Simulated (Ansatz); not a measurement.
## W3O: moving O off its site

W3O, Pm-3n, a = 4.831 Å. The structure is a Materials Project entry; whether it is the stable form wasn't checked. Ansatz: PBEsol, PAW, 420 eV, Γ-centred 8×8×8 mesh on 8 atoms, Gaussian smearing 0.15 eV; no spin polarisation.

```xyz
8
Lattice="4.8313 0.0000 0.0000 0.0000 4.8313 0.0000 0.0000 0.0000 4.8313" Properties=species:S:1:pos:R:3 pbc="T T T"
W     2.4157    3.6235    0.0000
W     0.0000    2.4157    3.6235
W     1.2078    0.0000    2.4157
W     2.4157    1.2078    0.0000
W     0.0000    2.4157    1.2078
W     3.6235    0.0000    2.4157
O     2.4157    2.4157    2.4157
O     0.0000    0.0000    0.0000
```

Atom 7 (O) moves by x along the unit vector (1.000, 0.000, 0.000), with its periodic images; all else is held. y is the free energy of the cell over the start, F the force along the path summed over the moved atoms. Symmetry makes y even in x.

```
 x (Å) y (meV) F (eV/Å)
-0.300   -199.3     -1.22
-0.180        ?         ?
-0.060     -8.6     -0.28
 0.000      0.0      0.00
 0.120    -34.0      0.56
 0.240   -131.3      1.04
 0.270   -163.9      1.14
```

Problem. Fit y = c2 x² + c4 x⁴ to the energies of the other rows, give the force constant, and predict energy and force of the missing row.

Solution. Least squares on the rows shown. y = −2393.3 x² + 1986.5 x⁴. The force constant is 2 c2 = -4.79 eV/Å², negative: the site is a maximum along this line (for all images moving together, not for a lone atom). The force −dy/dx at the missing row is -0.82 eV/Å (computed -0.82). At x = -0.180 the fit asked for gives -75.5 meV. The run gave -75.4 meV, so the fit is 0.1 meV too low, a small miss on the scale of the series.

Spin–orbit coupling is left out, which can shift energies with elements as heavy as these.

Cost: 7 runs of about 12 core-minutes in all, on Intel Xeon Processor @ 2.50GHz (Skylake/Cascade Lake) (shared hosts).